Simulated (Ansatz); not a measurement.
Values for one crystal, relaxed and computed with the program Ansatz at the PBEsol level (PAW); other levels are named.

| Quantity | Value |
|---|---|
| Volume per atom | 27.65 Å³ |
| Electronic character | metallic (no gap) |
| Density of states at the Fermi level | 0.41 states/eV per atom (mean over ±0.08 eV) |
| Bulk modulus (Birch–Murnaghan fit) | 37.8 GPa |
| Pressure derivative B′ | 4.3 |
| Formation energy from the elements (no fitted shifts) | -0.083 eV/atom |

Problem. Which of these materials gives this?
A. Al3Pt2, La2O3 or Ni2Al3 type
B. AlPt3, Cu3Au type
C. SrAl2Pb2, I4/mmm (Pb on 4e, Sr on 2a, Al on 4d)
D. AlRu, rock salt

Solution. C, SrAl2Pb2, I4/mmm (Pb on 4e, Sr on 2a, Al on 4d)

The workflow started from an entry of the Crystallography Open Database (COD). Its standing as an ambient phase is unchecked. The cell was relaxed with PBEsol under the symmetry of its start; its stability against distortions is not shown here. The volume moved by 24 % from the start of the relaxation. The references are the lowest solids computed at this level, not always the standard phases. Spin–orbit coupling is left out wherever it is not named.

Potentials: the later of the program's two PAW sets.
